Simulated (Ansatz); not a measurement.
A distorted cell of WS2 (2H-MoS2 type, space group P6_3/mmc):

```
WS2
1.0
    3.16997     0.00000     0.00000
   -1.58498     2.74527     0.00000
    0.00000     0.00000    12.49180
W S
2 4
Direct
  0.33333   0.66667   0.25000
  0.66667   0.33333   0.75000
  0.33333   0.66667   0.62490
  0.66667   0.33333   0.12490
  0.66667   0.33333   0.37510
  0.33333   0.66667   0.84436
```

These are r2SCAN+rVV10 (plane waves to 500 eV, PAW, scalar-relativistic; Ansatz, a program for electronic structure) values and carry that method's errors. k mesh 10×10×3 (Γ-centred), Fermi-Dirac smearing 0.05 eV. The energy includes the smearing's −TS. Stress and pressure are positive under compression. As the smearing reaches across the gap at some points, energies and forces of such displacements shift with the k mesh and the smearing. Spin-orbit coupling is left out, though W is heavy. WS2 is run without spin polarisation. WS2 was relaxed with its symmetry unable to fall.

Predict the force on every atom, in eV/Å.


```csv
atom,Fx,Fy,Fz
W1,0.000,0.000,-0.036
W2,0.000,0.000,-7.698
S3,0.000,0.000,-1.295
S4,0.000,0.000,-0.080
S5,0.000,0.000,-0.002
S6,0.000,0.000,9.111
```

Give the stress tensor in GPa and the pressure.


```
   12.6      0.0      0.0
    0.0     12.6      0.0
    0.0      0.0     18.0
```
The pressure, a third of the trace, is 14.4 GPa.

In it atom 6 sits (0.000, 0.000, -0.384) Å away from its relaxed site. What is its energy relative to the relaxed cell?

1737 meV/cell.

(A displaced cell: forces are minus the slopes of the energy, force constants its curvatures, and phonons follow from these.)
